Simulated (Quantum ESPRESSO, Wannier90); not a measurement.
# Mg$_{2}$Sn (Fm-3m), plane waves to Wannier functions

Cell from Materials Project (mp-2343), symmetrised, no further relaxation. COD (Crystallography Open Database) has the formula in 2 space groups, this one among them (matched by group alone). Method: PBEsol plane waves in Quantum ESPRESSO 7.5 (PseudoDojo norm-conserving files, 68 Ry, no spin polarisation, no spin-orbit coupling), Bloch states on a 8×8×8 mesh through Γ, Wannier90 4.0.1. Density: 12×12×12 mesh, Gaussian smearing 0.01 Ry. Spin-orbit coupling is left out although heavy elements are present.

Input w.win:

```
num_bands = 21
num_wann = 12
exclude_bands = 1-13
num_iter = 0
conv_tol = 1.0e-6
conv_window = 4
dis_num_iter = 1000
dis_conv_tol = 1.0e-6
dis_froz_max = 8.50
write_hr = true
write_u_matrices = true
begin projections
Mg: s;p
Sn: s;p
end projections
begin unit_cell_cart
ang
    0.0000000000    3.3801550000    3.3801550000
    3.3801550000    0.0000000000    3.3801550000
    3.3801550000    3.3801550000    0.0000000000
end unit_cell_cart
begin atoms_frac
Mg   0.2500000000  0.2500000000  0.2500000000
Mg  -0.2500000000 -0.2500000000 -0.2500000000
Sn   0.0000000000  0.0000000000  0.0000000000
end atoms_frac
mp_grid = 8 8 8
begin kpoints
0.0000000000 0.0000000000 0.0000000000
0.0000000000 0.0000000000 0.1250000000
0.0000000000 0.0000000000 0.2500000000
... (509 more lines: the 8x8x8 mesh through Gamma)
end kpoints
```

On the energy scale of pw.x, whose zero is arbitrary, the Fermi level lies at 7.00 eV. Lines of w_hr.dat (R1 R2 R3 m n Re Im, eV) for R = 0 and one of the shortest lattice vectors, rounded to 0.01 eV, lines under 0.02 eV left out; orbitals in order: Mg1 s, Mg1 pz, Mg1 px, Mg1 py, Mg2 s, Mg2 pz, Mg2 px, Mg2 py, Sn3 s, Sn3 pz, Sn3 px, Sn3 py.

```
    0    0    0    1    1     7.56     0.00
    0    0    0    5    1    -0.21     0.00
    0    0    0    6    1    -0.14     0.00
    0    0    0    7    1    -0.14     0.00
    0    0    0    8    1    -0.14     0.00
    0    0    0    9    1    -0.89     0.00
    0    0    0   10    1    -0.97     0.00
    0    0    0   11    1    -0.97     0.00
    0    0    0   12    1    -0.97     0.00
    0    0    0    2    2    11.31     0.00
    0    0    0    5    2     0.14     0.00
    0    0    0    6    2     0.05     0.00
    0    0    0    7    2     0.10     0.00
    0    0    0    8    2     0.10     0.00
    0    0    0    9    2     0.79     0.00
    0    0    0   10    2     0.33     0.00
    0    0    0   11    2     0.80     0.00
    0    0    0   12    2     0.80     0.00
    0    0    0    3    3    11.31     0.00
    0    0    0    5    3     0.14     0.00
    0    0    0    6    3     0.10     0.00
    0    0    0    7    3     0.05     0.00
    0    0    0    8    3     0.10     0.00
    0    0    0    9    3     0.79     0.00
    0    0    0   10    3     0.80     0.00
    0    0    0   11    3     0.33     0.00
    0    0    0   12    3     0.80     0.00
    0    0    0    4    4    11.31     0.00
    0    0    0    5    4     0.14     0.00
    0    0    0    6    4     0.10     0.00
    0    0    0    7    4     0.10     0.00
    0    0    0    8    4     0.05     0.00
    0    0    0    9    4     0.79     0.00
    0    0    0   10    4     0.80     0.00
    0    0    0   11    4     0.80     0.00
    0    0    0   12    4     0.33     0.00
    0    0    0    1    5    -0.21     0.00
    0    0    0    2    5     0.14     0.00
    0    0    0    3    5     0.14     0.00
    0    0    0    4    5     0.14     0.00
    0    0    0    5    5     7.56     0.00
    0    0    0    9    5    -0.89     0.00
    0    0    0   10    5     0.97     0.00
    0    0    0   11    5     0.97     0.00
    0    0    0   12    5     0.97     0.00
    0    0    0    1    6    -0.14     0.00
    0    0    0    2    6     0.05     0.00
    0    0    0    3    6     0.10     0.00
    0    0    0    4    6     0.10     0.00
    0    0    0    6    6    11.31     0.00
    0    0    0    9    6    -0.79     0.00
    0    0    0   10    6     0.33     0.00
    0    0    0   11    6     0.80     0.00
    0    0    0   12    6     0.80     0.00
    0    0    0    1    7    -0.14     0.00
    0    0    0    2    7     0.10     0.00
    0    0    0    3    7     0.05     0.00
    0    0    0    4    7     0.10     0.00
    0    0    0    7    7    11.31     0.00
    0    0    0    9    7    -0.79     0.00
    0    0    0   10    7     0.80     0.00
    0    0    0   11    7     0.33     0.00
    0    0    0   12    7     0.80     0.00
    0    0    0    1    8    -0.14     0.00
    0    0    0    2    8     0.10     0.00
    0    0    0    3    8     0.10     0.00
    0    0    0    4    8     0.05     0.00
    0    0    0    8    8    11.31     0.00
    0    0    0    9    8    -0.79     0.00
    0    0    0   10    8     0.80     0.00
    0    0    0   11    8     0.80     0.00
    0    0    0   12    8     0.33     0.00
    0    0    0    1    9    -0.89     0.00
    0    0    0    2    9     0.79     0.00
    0    0    0    3    9     0.79     0.00
    0    0    0    4    9     0.79     0.00
    0    0    0    5    9    -0.89     0.00
    0    0    0    6    9    -0.79     0.00
    0    0    0    7    9    -0.79     0.00
    0    0    0    8    9    -0.79     0.00
    0    0    0    9    9     2.17     0.00
    0    0    0    1   10    -0.97     0.00
    0    0    0    2   10     0.33     0.00
    0    0    0    3   10     0.80     0.00
    0    0    0    4   10     0.80     0.00
    0    0    0    5   10     0.97     0.00
    0    0    0    6   10     0.33     0.00
    0    0    0    7   10     0.80     0.00
    0    0    0    8   10     0.80     0.00
    0    0    0   10   10     9.29     0.00
    0    0    0    1   11    -0.97     0.00
    0    0    0    2   11     0.80     0.00
    0    0    0    3   11     0.33     0.00
    0    0    0    4   11     0.80     0.00
    0    0    0    5   11     0.97     0.00
    0    0    0    6   11     0.80     0.00
    0    0    0    7   11     0.33     0.00
    0    0    0    8   11     0.80     0.00
    0    0    0   11   11     9.29     0.00
    0    0    0    1   12    -0.97     0.00
    0    0    0    2   12     0.80     0.00
    0    0    0    3   12     0.80     0.00
    0    0    0    4   12     0.33     0.00
    0    0    0    5   12     0.97     0.00
    0    0    0    6   12     0.80     0.00
    0    0    0    7   12     0.80     0.00
    0    0    0    8   12     0.33     0.00
    0    0    0   12   12     9.29     0.00
   -1    0    0    1    1     0.04     0.00
   -1    0    0    2    1    -0.06     0.00
   -1    0    0    3    1     0.04     0.00
   -1    0    0    4    1    -0.06     0.00
   -1    0    0    5    1    -0.48     0.00
   -1    0    0    7    1    -0.98     0.00
   -1    0    0    9    1    -0.89     0.00
   -1    0    0   10    1     0.97     0.00
   -1    0    0   11    1    -0.97     0.00
   -1    0    0   12    1     0.97     0.00
   -1    0    0    1    2     0.06     0.00
   -1    0    0    2    2     0.02     0.00
   -1    0    0    3    2    -0.05     0.00
   -1    0    0    4    2    -0.08     0.00
   -1    0    0    6    2    -0.56     0.00
   -1    0    0    8    2     0.46     0.00
   -1    0    0    9    2    -0.79     0.00
   -1    0    0   10    2     0.33     0.00
   -1    0    0   11    2    -0.80     0.00
   -1    0    0   12    2     0.80     0.00
   -1    0    0    1    3     0.04     0.00
   -1    0    0    2    3     0.05     0.00
   -1    0    0    3    3    -0.16     0.00
   -1    0    0    4    3     0.05     0.00
   -1    0    0    5    3     0.98     0.00
   -1    0    0    7    3     1.70     0.00
   -1    0    0    9    3     0.79     0.00
   -1    0    0   10    3    -0.80     0.00
   -1    0    0   11    3     0.33     0.00
   -1    0    0   12    3    -0.80     0.00
   -1    0    0    1    4     0.06     0.00
   -1    0    0    2    4    -0.08     0.00
   -1    0    0    3    4    -0.05     0.00
   -1    0    0    4    4     0.02     0.00
   -1    0    0    6    4     0.46     0.00
   -1    0    0    8    4    -0.56     0.00
   -1    0    0    9    4    -0.79     0.00
   -1    0    0   10    4     0.80     0.00
   -1    0    0   11    4    -0.80     0.00
   -1    0    0   12    4     0.33     0.00
   -1    0    0    5    5     0.04     0.00
   -1    0    0    6    5    -0.06     0.00
   -1    0    0    7    5    -0.04     0.00
   -1    0    0    8    5    -0.06     0.00
   -1    0    0    9    5     0.04     0.00
   -1    0    0   10    5    -0.05     0.00
   -1    0    0   12    5    -0.05     0.00
   -1    0    0    5    6     0.06     0.00
   -1    0    0    6    6     0.02     0.00
   -1    0    0    7    6     0.05     0.00
   -1    0    0    8    6    -0.08     0.00
   -1    0    0    9    6     0.03     0.00
   -1    0    0   10    6    -0.03     0.00
   -1    0    0   12    6    -0.02     0.00
   -1    0    0    5    7    -0.04     0.00
   -1    0    0    6    7    -0.05     0.00
   -1    0    0    7    7    -0.16     0.00
   -1    0    0    8    7    -0.05     0.00
   -1    0    0    9    7     0.02     0.00
   -1    0    0   10    7    -0.04     0.00
   -1    0    0   12    7    -0.04     0.00
   -1    0    0    5    8     0.06     0.00
   -1    0    0    6    8    -0.08     0.00
   -1    0    0    7    8     0.05     0.00
   -1    0    0    8    8     0.02     0.00
   -1    0    0    9    8     0.03     0.00
   -1    0    0   10    8    -0.02     0.00
   -1    0    0   12    8    -0.03     0.00
   -1    0    0    1    9     0.04     0.00
   -1    0    0    2    9    -0.03     0.00
   -1    0    0    3    9    -0.02     0.00
   -1    0    0    4    9    -0.03     0.00
   -1    0    0    5    9    -0.89     0.00
   -1    0    0    6    9     0.79     0.00
   -1    0    0    7    9    -0.79     0.00
   -1    0    0    8    9     0.79     0.00
   -1    0    0    9    9     0.05     0.00
   -1    0    0   10    9    -0.14     0.00
   -1    0    0   12    9    -0.14     0.00
   -1    0    0    1   10     0.05     0.00
   -1    0    0    2   10    -0.03     0.00
   -1    0    0    3   10    -0.04     0.00
   -1    0    0    4   10    -0.02     0.00
   -1    0    0    5   10    -0.97     0.00
   -1    0    0    6   10     0.33     0.00
   -1    0    0    7   10    -0.80     0.00
   -1    0    0    8   10     0.80     0.00
   -1    0    0    9   10     0.14     0.00
   -1    0    0   10   10    -0.21     0.00
   -1    0    0   12   10    -0.22     0.00
   -1    0    0    5   11     0.97     0.00
   -1    0    0    6   11    -0.80     0.00
   -1    0    0    7   11     0.33     0.00
   -1    0    0    8   11    -0.80     0.00
   -1    0    0   11   11    -0.05     0.00
   -1    0    0    1   12     0.05     0.00
   -1    0    0    2   12    -0.02     0.00
   -1    0    0    3   12    -0.04     0.00
   -1    0    0    4   12    -0.03     0.00
   -1    0    0    5   12    -0.97     0.00
   -1    0    0    6   12     0.80     0.00
   -1    0    0    7   12    -0.80     0.00
   -1    0    0    8   12     0.33     0.00
   -1    0    0    9   12     0.14     0.00
   -1    0    0   10   12    -0.22     0.00
   -1    0    0   12   12    -0.21     0.00
```
